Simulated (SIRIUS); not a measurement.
A self-consistent single point of Cu3Sn (P6_3/mmc, 8 atoms in the cell; from Materials Project mp-13138, changed as shown) with SIRIUS.

Level of theory: LDA (PW92), GBRV LDA ultrasoft pseudopotentials (plane waves; SIRIUS).

The change in words: volume scaled by 1.06. Reference geometry (P6_3/mmc):
```
CELL_PARAMETERS angstrom
      5.50679     0.00000     0.00000
     -2.75339     4.76902     0.00000
      0.00000     0.00000     4.27269
ATOMIC_POSITIONS crystal
  Cu 0.15577 0.84423 0.75000
  Cu 0.84423 0.15577 0.25000
  Cu 0.31154 0.15577 0.25000
  Cu 0.68846 0.84423 0.75000
  Cu 0.15577 0.31154 0.75000
  Cu 0.84423 0.68846 0.25000
  Sn 0.33333 0.66667 0.25000
  Sn 0.66667 0.33333 0.75000
```

Reference input (self-consistent single point, DFT, LDA (PW92), plane waves, GBRV LDA ultrasoft pseudopotentials): parameters.ngridk = 3 3 4; parameters.xc_functionals = [XC_LDA_X, XC_LDA_C_PW]; parameters.gk_cutoff = 6.325 1/bohr; parameters.pw_cutoff = 14.143 1/bohr; parameters.smearing = gaussian; parameters.smearing_width = 0.00999582 Ha; potentials = GBRV LDA ultrasoft pseudopotentials; parameters.electronic_structure_method = pseudopotential; parameters.num_bands = 85; parameters.num_mag_dims = 0; parameters.num_dft_iter = 100; parameters.energy_tol = 1e-07 Ha. This run's input differs from it in these lines:

```diff
@@ -32,7 +32,7 @@
     "lattice_vectors": [
-      [0.9999999929, 0.0, 0.0],
-      [-0.4999999964, 0.8660253916, 0.0],
-      [0.0, 0.0, 0.7758948443]
+      [0.9999999808, 0.0, 0.0],
+      [-0.4999999013, 0.8660253681, 0.0],
+      [0.0, 0.0, 0.7758947417]
     ],
-    "lattice_vectors_scale": 10.406325,
+    "lattice_vectors_scale": 10.610425,
     "atom_coordinate_units": "lattice",
```

Output, abridged:

```
[find] density tolerance         : 1e-06
[find] total energy tolerance    : 1e-07
[find] iter_solver_tol (initial) : 0.01
[find] iter_solver_tol (target)  : 1e-13
[find] num_dft_iter              : 100
Charges and magnetic moments
--------------------------------------------------------------------------------
total charge          : 142.000000
[find] | SCF iteration   0 out of 100|
[diagonalize] iterative solver tolerance (occupied, empty): 0.01 0.01
[diagonalize] average number of iterations: 4
[find] Charges and magnetic moments
[find] total charge          : 142.000000
[find] Energy
   [... lines left out ...]

[find] Charges and magnetic moments
[find] total charge          : 142.000000
[find] Energy
[find] smearing (-TS)                 :      -0.00486274
[find] Total energy                   :   -1369.55607319 (Ha),   -2739.11214638 (Ry)
[find] Free energy (E-TS)             :   -1369.56093593 (Ha),   -2739.12187186 (Ry)
[find] band gap (eV)                  :       0.00000000
[find] Efermi                         :       0.54004983
[find] iteration : 24, RMS (target) : 7.3072e-07 (1.0000e-06) , energy difference (target) : 3.4538e-10 (1.0000e-07)
[find] bands are converged : false
[find] iterative solver converged : false
[find] converged after 25 SCF iterations!
[find] Charges and magnetic moments
[find] total charge          : 142.000000
[find] Energy
[find] smearing (-TS)                 :      -0.00486274
[find] Total energy                   :   -1369.55607319 (Ha),   -2739.11214638 (Ry)
[find] Free energy (E-TS)             :   -1369.56093593 (Ha),   -2739.12187186 (Ry)
[find] band gap (eV)                  :       0.00000000
[find] Efermi                         :       0.54004983
[ground_state] === stress tensor components [kbar] ===
[ground_state] === stress_total ===
[ground_state]   116.077009   -0.000012   -0.000000
[ground_state]    -0.000012  116.077014   -0.000000
[ground_state]    -0.000000   -0.000000  115.186222
[ground_state] ==== total Forces in Ha/bohr =====
   [... lines left out ...]
[ground_state] atom:    3, force:       0.0041772      0.0024117      0.0000000
[ground_state] atom:    4, force:      -0.0000000     -0.0048234     -0.0000000
[ground_state] atom:    5, force:       0.0000000      0.0048234     -0.0000000
[ground_state] atom:    6, force:       0.0000000      0.0000000      0.0000000
[ground_state] atom:    7, force:       0.0000000     -0.0000000     -0.0000000
```

The run converged in 25 iterations. SIRIUS prints the stress tensor with tension positive. Against the reference run the free energy goes up by 45.7 meV/atom, the pressure goes from -5.93 to -11.58 GPa and the largest force goes from 0.158 to 0.248 eV/Å.

The structure comes from a collection of computed structures, made at another level of theory; the collection holds predicted forms beside known ones. No clean gap shows at this smearing width and mesh (spacing up to 0.43 Å⁻¹); the mesh is coarse for partly filled bands, so the values carry mesh errors.

Cost on one core: around 100 core-seconds (rough).
